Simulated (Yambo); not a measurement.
Material: TaAgO3 (space group R-3c, No. 167); a = 5.6510 Å, b = 5.6510 Å, c = 5.6510 Å, α = 59.12°, β = 59.12°, γ = 59.12° (10 atoms in the cell). The geometry is that of Materials Project entry mp-9890, symmetrised and not relaxed again.

With norm-conserving PBEsol (Quantum ESPRESSO, 84 Ry, no spin-orbit coupling), the gap between the mesh's edge points (L → F) is 1.939 eV.

**Question.** By how much does one-shot G0W0 (Yambo; 2×2×2 Γ-centred k mesh, bands 11 to 207 and a 7 Ry block in the screening, 207 bands in G with the Bruneval-Gonze terminator, plasmon pole fitted at 27.2 eV) open this gap, and what gap results?

**Answer.** The correction is 1.687 eV, giving 3.626 eV, 1.9 times the PBEsol value. Among the k points computed, the smallest G0W0 gap is 3.47 eV, Γ → F. The mesh misses a band edge: along a dense path the PBEsol gap is 1.88 eV against 1.94 eV on the mesh. Nearest settings tried, and what they do to the gap: 143 bands in W, 143 bands in G: +70 meV; 6 Ry block (193 vectors against 283): +2 meV. Not varied: mesh. So the settings aren't converged at that level. The k mesh is coarse. Without spin-orbit coupling, band edges of such heavy elements can be off by tenths of an eV.

The structure is a Materials Project entry; no match was found in the copy of COD used, and its stability was not checked.
